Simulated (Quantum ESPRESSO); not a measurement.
# Ta4InGaZrMo: different elements on one site, starting from this cell

A calculation, not a measurement. The program is pw.x of Quantum ESPRESSO 7.5 (plane-wave density functional theory). The cell is made up: eight metal atoms on a face-centred cubic lattice, with elements, volume, strain and displacements drawn at random and not relaxed, so it may be unstable or far from any real phase. PseudoDojo standard norm-conserving files set the functional (PBE unless stated); there is no spin polarisation or spin-orbit coupling, the Fermi-Dirac width of 0.25 eV means electrons at about 2900 K, and the masses in the input are unused placeholders. Heavy elements are run without spin-orbit coupling, which real alloys of them have. A spin test at this wide smearing found no moment, but such smearing suppresses magnetism that the real alloy may have.

The runs put different elements on site 4. Cell, positions, cutoff, mesh and smearing stay as in the input of run 1; sites are counted in its order. Stress in the tables is positive in tension.

Input of run 1:

```
&control calculation='scf', pseudo_dir='./dojo.nc.sr.pbe.v0_5.standard.upf', outdir='./o', disk_io='minimal', tprnfor=.true., tstress=.true. /
&system ibrav=0, nat=8, ntyp=5, nbnd=68, ecutwfc=84.00895049, nosym=.true., tot_charge=0,
 occupations='smearing', smearing='fd', degauss=0.0183746611
/
&electrons conv_thr=1.470e-08, electron_maxstep=70, mixing_beta=0.5 /
ATOMIC_SPECIES
Ga 1.0 Ga.upf
In 1.0 In.upf
Mo 1.0 Mo.upf
Ta 1.0 Ta.upf
Zr 1.0 Zr.upf
CELL_PARAMETERS angstrom
0.0 2.1096 2.1096
-4.2191 0.0 0.0
0.0 -8.4382 8.4382
ATOMIC_POSITIONS angstrom
Ta -0.0277 0.1007 -0.0759
In -0.0007 -2.2468 2.1311
Ga -0.0471 -4.2922 4.2741
Zr -0.0712 -6.3622 6.4034
Ta -2.0795 0.1326 2.1852
Mo -2.2021 -1.9784 4.239
Ta -2.1244 -4.2023 6.3721
Ta -2.1171 -6.2541 8.4215
K_POINTS automatic
8 6 2 1 1 1
```

| run | elements on sites 1 to 8 | -TS (eV) | pressure (GPa) | stress xx (GPa) | stress yy (GPa) | stress zz (GPa) | stress yz (GPa) | stress xz (GPa) | stress xy (GPa) | iterations |
| --- | --- | --- | --- | --- | --- | --- | --- | --- | --- | --- |
| 1 | Ta In Ga Zr Ta Mo Ta Ta | -1.656 | 2.99 | -4.95 | -2.15 | -1.87 | -0.05 | -0.48 | 0.76 | 18 |
| 2 | Ta In Ga Hf Ta Mo Ta Ta | -1.605 | 2.44 | -4.52 | -1.57 | -1.23 | -0.27 | -0.42 | 0.70 | 19 |
| 3 | Ta In Ga Al Ta Mo Ta Ta | -1.419 | -6.00 | 4.42 | 6.58 | 7.01 | 0.74 | -0.39 | 0.67 | 16 |
| 4 | Ta In Ga Ru Ta Mo Ta Ta | -1.599 | -9.15 | 8.18 | 9.52 | 9.76 | -1.55 | -0.57 | 0.84 | 17 |
| 5 | Ta In Ga Ga Ta Mo Ta Ta | -1.425 | -6.14 | 5.03 | 6.48 | 6.92 | 0.70 | -0.42 | 0.71 | 17 |

Forces Fx Fy Fz (eV/Å):

| site | run 1 | run 2 | run 3 | run 4 | run 5 |
| --- | --- | --- | --- | --- | --- |
| 1 | 0.31 -1.42 1.70 | 0.30 -1.37 1.65 | 0.25 -0.71 1.05 | 0.34 -0.39 0.80 | 0.25 -0.72 1.06 |
| 2 | -0.50 1.05 0.21 | -0.50 1.06 0.20 | -0.49 1.05 0.17 | -0.49 1.08 0.16 | -0.49 1.05 0.16 |
| 3 | 0.08 0.26 -0.15 | 0.08 0.26 -0.14 | 0.04 0.11 -0.01 | 0.07 -0.03 0.16 | 0.04 0.15 -0.05 |
| 4 | 0.56 1.56 -1.41 | 0.60 1.49 -1.33 | 0.39 0.50 -0.47 | 0.12 0.59 -0.61 | 0.36 0.37 -0.36 |
| 5 | -0.33 -0.17 -0.46 | -0.33 -0.19 -0.44 | -0.36 -0.27 -0.37 | -0.35 -0.08 -0.57 | -0.35 -0.23 -0.40 |
| 6 | 0.75 -1.33 0.62 | 0.75 -1.34 0.62 | 0.74 -1.32 0.66 | 0.76 -1.60 0.88 | 0.74 -1.32 0.66 |
| 7 | -0.38 1.02 -1.19 | -0.37 0.88 -1.05 | -0.23 0.30 -0.45 | -0.19 -0.13 0.01 | -0.22 0.36 -0.51 |
| 8 | -0.50 -0.97 0.69 | -0.52 -0.78 0.50 | -0.33 0.34 -0.58 | -0.25 0.56 -0.83 | -0.32 0.33 -0.56 |

Energies are left out, as each element's file has its own zero. A rerun of one cell of this series at a higher cutoff and on a denser mesh moved values by no more than 0.006 eV in energy, 0.09 GPa in stress and 0.008 eV/Å in force, and a second program with other atomic files agreed on that cell to 2 % rms in force and 0.5 GPa in pressure.